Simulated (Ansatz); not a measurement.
# Ta3N: relaxation step by step

The guess for Ta3N was made by a generator: random cell by space group and Wyckoff sites (R-3m, No. 166). Lengths were set from tabulated atomic sizes, so they are only a guess.

```yaml
crystal:
  lattice:
    - [2.16213, 1.24831, 4.31322]
    - [-2.16213, 1.24831, 4.31322]
    - [0.00000, -2.49661, 4.31322]
  atoms:
    - { symbol: Ta, position: [0.70201, 0.70201, 0.70201] }
    - { symbol: Ta, position: [0.29799, 0.29799, 0.29799] }
    - { symbol: Ta, position: [0.50000, 0.50000, 0.50000] }
    - { symbol: N, position: [0.00000, 0.00000, 0.00000] }
```

The calculation used DFT PBE, scalar-relativistic, plane waves, PAW in Ansatz 0.2.0. Cutoff 420 eV, Gaussian smearing, Γ-centred meshes. Cell and atoms relax first on a coarse mesh and then on a finer one. In between, the cell is made exact in the group found at 0.06 Å. In metals the finer mesh still leaves noise of several meV/atom or more. The steps can't lower the symmetry of their start. No spin polarisation in the relaxation; trial moments died out in a coarse test.

Steps on the 6×6×6 mesh (4 atoms, 28 steps). The free energy counts from the last step; some steps are skipped; the plane-wave basis is renewed at times, which shifts energy and pressure.

```csv
step,ΔF (meV/atom),V (Å³/atom),P (GPa),largest force component (eV/Å)
1,1892.1,17.46,-0.95,2.915
2,1650.1,16.82,-6.14,1.418
4,1525.0,15.98,-2.29,0.158
5,1475.3,16.13,-3.70,0.284
7,1293.0,15.77,0.73,0.251
8,1179.5,15.71,0.69,0.149
10,848.3,15.25,1.94,0.311
11,674.8,14.79,5.70,0.293
12,546.7,14.54,5.29,0.174
14,487.2,13.96,5.13,1.345
15,456.6,14.52,-1.43,0.044
17,452.1,14.35,0.40,0.002
18,452.1,14.37,-0.04,0.003
19,185.9,14.37,13.45,0.056
21,36.8,14.73,4.89,0.156
22,9.9,14.90,1.75,0.102
24,4.3,14.96,0.52,0.016
25,4.2,15.01,-0.15,0.002
27,0.0,15.01,-0.02,0.002
28,0.0,15.01,-0.02,0.002
```

The relaxed structure, after a last relaxation on the converged mesh:

```
CELL_PARAMETERS angstrom
1.53958 0.88888 7.30826
-1.53958 0.88888 7.30826
0.00000 -1.77776 7.30826
ATOMIC_POSITIONS crystal
Ta 0.72421 0.72421 0.72421
Ta 0.27579 0.27579 0.27579
Ta 0.50000 0.50000 0.50000
N 0.00000 0.00000 0.00000
```

The symmetry stays R-3m (No. 166). The volume per atom shrinks by 14.1 %, from 17.5 to 15.0 Å³. The shortest distance goes from 2.54 Å (Ta–N) to 2.18 Å (Ta–N). The ratio c/a of the conventional cell changes by a factor of 2.38. The energy falls by about 1.9 eV/atom (the start's value is from the coarse mesh). Around Ta on a site of symmetry 3m lie 3 N at 2.18 Å and 12 Ta at 2.98–3.09 Å; Ta on a site of symmetry -3m has 12 Ta at 2.98–3.08 Å; N is surrounded by 6 Ta at 2.18 Å.

```json
{
 "Volume per atom": "15.00 Å³",
 "Density": "15.41 g/cm³",
 "Energy over the elements": "−0.57 eV/atom",
 "Gap on the 18×18×18 mesh of the 4-atom cell": "0 eV (a metal)"
}
```

Energies over the elements count from the elements' standard structures at the same level (N₂ as a molecule), with no fitted energy shifts.

The last run used Gaussian smearing of 0.10 eV. These runs have no spin–orbit coupling, which can matter for Ta. A structure relaxed within its symmetry needn't be a true minimum. In all, the 3 runs took 3.9 min on 1 thread of Intel(R) Xeon(R) Platinum 8488C (Sapphire Rapids), on a shared host.
